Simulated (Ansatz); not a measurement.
# Zincblende alloy of ZnS and MgS (24 of 32 Zn sites exchanged), 64 atoms

Ansatz, PAW, plane waves. PBEsol relaxation of volume and atoms (shape held) at the single k point (¼, ¼, ¼) without its symmetry partners; single points on the relaxed atoms at the single k point (¼, ¼, ¼) without its symmetry partners, onto which points of the small cell's zone fold. Arrangement: unlike neighbours preferred. No spin–orbit coupling unless named.

Relaxed structure:

```
Mg S Zn
1.0
    11.15684    0.00000    0.00000
     0.00000   11.15684    0.00000
     0.00000    0.00000   11.15684
Mg S Zn
24 32 8
Direct
  0.99999 0.99986 0.00029
  0.99991 0.99996 0.50019
  0.99984 0.49990 0.00033
  0.00000 0.49991 0.50041
  0.49983 0.99995 0.00025
  0.49992 0.99978 0.50050
  0.50004 0.49975 0.00042
  0.49973 0.50002 0.50033
  0.24979 0.24982 0.00042
  0.24969 0.24965 0.50033
  0.74984 0.24960 0.00035
  0.74974 0.24986 0.50024
  0.24990 0.99977 0.25040
  0.24967 0.00001 0.75041
  0.24978 0.49990 0.25037
  0.25002 0.49990 0.75045
  0.74962 0.99981 0.25026
  0.75001 0.99984 0.75030
  0.75009 0.49982 0.25043
  0.74973 0.49992 0.75040
  0.99972 0.74981 0.25041
  0.99991 0.74974 0.75034
  0.49994 0.74974 0.25020
  0.49994 0.74989 0.75059
  0.12053 0.12841 0.12988
  0.12019 0.12858 0.62987
  0.12921 0.62854 0.12104
  0.12945 0.62849 0.62099
  0.62024 0.12854 0.12987
  0.62057 0.12845 0.62981
  0.62949 0.62836 0.12102
  0.62920 0.62855 0.62102
  0.37926 0.37128 0.12988
  0.37922 0.37126 0.62965
  0.37055 0.87135 0.12099
  0.37048 0.87138 0.62121
  0.87929 0.37118 0.12969
  0.87913 0.37145 0.62971
  0.87055 0.87147 0.12103
  0.87066 0.87135 0.62092
  0.37930 0.12835 0.37112
  0.37923 0.12859 0.87092
  0.37038 0.62857 0.37975
  0.37062 0.62841 0.87993
  0.87913 0.12845 0.37087
  0.87939 0.12845 0.87096
  0.87049 0.62849 0.37998
  0.87044 0.62850 0.87979
  0.12044 0.37124 0.37099
  0.12054 0.37139 0.87100
  0.12926 0.87125 0.37978
  0.12934 0.87120 0.87975
  0.62041 0.37145 0.37100
  0.62050 0.37118 0.87098
  0.62923 0.87118 0.37981
  0.62945 0.87135 0.87989
  0.25000 0.74988 0.00044
  0.24999 0.75006 0.50053
  0.75003 0.75001 0.00056
  0.74986 0.75002 0.50059
  0.99982 0.24994 0.25039
  0.99966 0.25029 0.75042
  0.49971 0.24999 0.25066
  0.49983 0.24995 0.75023
```

Task: What are the mean bond lengths by pair (pairs within 1.2 times the sum of covalent radii, less contacts 15 % beyond the pair's median; cation–cation pairs of compounds aside; long ionic contacts are cut short by that bound)?

Result: Mg–S 2.443 ± 0.005 Å (standard deviation, 96 bonds); S–Zn 2.336 ± 0.001 Å (standard deviation, 32 bonds).

Task: What gap lies between the top filled and the lowest empty level in the single points?

Result: HSE06 5.00 eV (58 s on NVIDIA H100). Away from Γ this isn't the crystal's band gap.
